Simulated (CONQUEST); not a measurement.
Worked example: self-consistent single point of ZnS (F-43m, 8 atoms in the cell; from Materials Project mp-10695, changed as shown) in CONQUEST.

Computed with PBE, numerical atomic orbitals double-zeta with polarisation (the shipped basis), PseudoDojo norm-conserving potentials made for PBE (CONQUEST 1.3).

The change in words: lattice scaled by 0.98. Reference geometry (F-43m):
```xyz
8
Lattice="5.3874 0.0000 0.0000 0.0000 5.3874 0.0000 0.0000 0.0000 5.3874" Properties=species:S:1:pos:R:3 pbc="T T T"
Zn     0.0000     0.0000     0.0000
Zn     0.0000     2.6937     2.6937
Zn     2.6937     0.0000     2.6937
Zn     2.6937     2.6937     0.0000
S      1.3468     1.3468     4.0405
S      1.3468     4.0405     1.3468
S      4.0405     1.3468     1.3468
S      4.0405     4.0405     4.0405
```

Reference input (self-consistent single point, DFT, PBE, numerical atomic orbitals double-zeta with polarisation (the shipped basis), PseudoDojo norm-conserving potentials made for PBE): basis = DZP; Diag.MPMeshX, Y, Z = 4 4 4; potentials = PseudoDojo norm-conserving PBE; Grid.GridCutoff = 140 Ha; DM.SolutionMethod = diagon; Diag.kT = 0.000367 Ha; Diag.GammaCentred = true; minE.SCTolerance = 1.0e-07; SC.MaxIters = 100; SC.LinearMixingFactor = 0.5; SC.KerkerPreCondition = true; SC.KerkerFactor = 0.1 1/bohr. This run's input differs from it in these lines:

```diff
@@ -32,5 +32,5 @@
 # file: input.coords
-     5.387370000      0.000000000      0.000000000
-     0.000000000      5.387370000      0.000000000
-     0.000000000      0.000000000      5.387370000
+     5.279623000      0.000000000      0.000000000
+     0.000000000      5.279623000      0.000000000
+     0.000000000      0.000000000      5.279623000
 8
```

Output (repeated stretches shortened):

```
    new_SC_potl: Starting.  Tolerance:  0.10000E-06

    PulayMixSC: Starting Pulay mixing, A_up =  0.500 A_dn =  0.500
    PulayMixSC: Spin non-polarised calculation.
    PulayMixSC: with Kerker preconditioning, q0 =  0.100
          Harris-Foulkes Energy            :    -23959.974407529203745 eV
          (TS=0 as O(N) or entropic contribution is negligible)
          DFT Total Energy                 :    -23955.306892971449997 eV
          Total number of electrons        :       104.000000000003283
    PulayMixSC: Pulay iteration     1 residual:              0.15954E-02
   [... lines left out ...]
          (TS=0 as O(N) or entropic contribution is negligible)
          DFT Total Energy                 :    -23957.954887594845786 eV
          Total number of electrons        :       104.000077837258488
    PulayMixSC: Pulay iteration     8 residual:              0.10911E-06
          Harris-Foulkes Energy            :    -23957.954887595333275 eV
          (TS=0 as O(N) or entropic contribution is negligible)
          DFT Total Energy                 :    -23957.954887594703905 eV
          Total number of electrons        :       104.000077853044388
    PulayMixSC: Pulay iteration     9 residual:              0.63876E-08
    PulayMixSC: Reached SCF tolerance of  0.63876E-08 after      9 iterations
      | Number of electrons      =       104.000078
      |* band energy as 2Tr[K.H] =     -3880.129509036758918 eV
      |  screened ion-ion energy =    -20510.440106765188830 eV
      |  Ha correction           =       135.478819334106078 eV
      |  XC correction           =       297.135905292327436 eV
      |* Harris-Foulkes energy   =    -23957.954887595333275 eV
      |* DFT total energy        =    -23957.954887594703905 eV
      |  estimated accuracy      =        -0.000000000631090 eV

    force: Forces on atoms (eV/A )
    force:  Atom   X              Y              Z
    force:     1  -0.0000000000  -0.0000000000  -0.0000000000
   [... zero for the other atoms too ...]

    force: Maximum force :        0.00000000(eV/A ) on atom         4 in z direction
    force: Force Residual:        0.00000000 eV/A
    force: Total stress:        -10.65405999   -10.65405999   -10.65405999 GPa
    force: Average pressure:     10.65405999 GPa

    force: Finished force
    get_E_and_F: Change in energy during last step of electronic optimisation: -0.79922E-09
```

The run converged in 9 iterations. CONQUEST prints the stress tensor with tension positive. Against the reference run the free energy goes up by 53.5 meV/atom, the pressure goes from 4.79 to 10.65 GPa and the gap on the mesh goes from 2.387 to 2.725 eV.

The program uses no crystal symmetry, so grid and mesh can part values that symmetry would make equal. The atom-centred basis is finite, which shifts total energies, pressures and gaps against plane waves. The structure comes from a collection of computed structures, made at another level of theory; the collection holds predicted forms beside known ones.

Cost on one core: very roughly 70 core-seconds.
